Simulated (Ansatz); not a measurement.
## Si₃N₄: field gradients at two levels of theory

Cell: an entry of the Crystallography Open Database (COD), ions relaxed with PBE at fixed cell.

Space group P6_3/m (No. 176); a = 7.6322, c = 2.9191 Å, γ = 120.00°.

```
site  Wyckoff  site symmetry       x       y       z
  Si       6h            m..  0.1745  0.7684  0.2500
  N7       2c           -6..  0.3333  0.6667  0.2500
  N9       6h            m..  0.3299  0.0303  0.2500
```

One atom of each set is listed.

First run. Method: Kohn–Sham DFT in Ansatz, PBE, plane waves and PAW, scalar-relativistic, 420 eV cutoff, Γ-centred 4×4×9 k-points, Fermi–Dirac smearing 0.02 eV.

```csv
site,V_zz (10²¹ V/m²),η
Si,0.96,0.46
N7,-5.00,0.00
N9,-5.06,0.07
```

Second run. The same atoms and settings, except that the functional is r2SCAN and the cutoff is 500 eV.

Problem. What does the second run give?

Solution. 

```csv
site,V_zz,η,change of V_zz
Si,0.96,0.44,0.00
N7,-5.07,0.00,-0.07
N9,-5.04,0.08,+0.02
```

The largest change of V_zz is on N7, from -5.00 to -5.07. In per cent, |V_zz| changes by 0 on Si, 0 to +1 on N (all sites that start above 0.5).

The database positions were far from equilibrium, so the relaxed structure may not be the compound's real one.
